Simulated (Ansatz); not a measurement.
# Structure relaxation, ZnCu

The start is a relaxed ZnCu cell, doubled along one cell vector, shaken by Gaussian noise of σ = 0.08 Å a coordinate. Cell shape, volume and atoms are optimised at zero target pressure with PBEsol (plane waves to 420 eV, PAW, scalar-relativistic; Ansatz, a program for electronic structure). The first steps use a coarse 10×5×13 k-mesh.

Input geometry:
```yaml
crystal:
  lattice:
    - [-1.79461, 1.79461, 3.82302]
    - [3.58923, -3.58923, 7.64603]
    - [1.79461, 1.79461, -3.82302]
  atoms:
    - { symbol: Zn, position: [0.75796, 0.11490, 0.48703] }
    - { symbol: Zn, position: [0.76764, 0.63572, 0.51945] }
    - { symbol: Zn, position: [0.97386, 0.02042, 0.99722] }
    - { symbol: Zn, position: [0.97902, 0.49422, 0.98576] }
    - { symbol: Cu, position: [0.46945, 0.23075, 0.96538] }
    - { symbol: Cu, position: [0.47691, 0.74005, 0.93966] }
    - { symbol: Cu, position: [0.23000, 0.37486, 0.48942] }
    - { symbol: Cu, position: [0.24842, 0.86158, 0.48887] }
```

Task: What is the largest force in the starting geometry, and on which atom (counted from 1)?

Result: 1.23 eV/Å, on Zn3 (atoms numbered as listed).

Task: Does it find its way back to the structure it was made from?

Result: It relaxes back to the parent, I4₁/amd (No. 141).

Task: How do the shortest distances between atoms change?

Result: The closest pairs of elements (up to four, under 3.6 Å), start → end: Cu–Zn 2.36 → 2.53 Å; Cu–Cu 2.43 → 2.63 Å; Zn–Zn 2.48 → 2.63 Å.

Final values are on a 18×18×18 k-mesh of the relaxed cell. No spin polarisation in the result.

The relaxed structure here is a generated cell of ZnCu: the first start was made by placing the elements on the sites of a structure type, and the end was not matched to a known phase here, so it may be hypothetical. Known forms of ZnCu include space group No. 221.
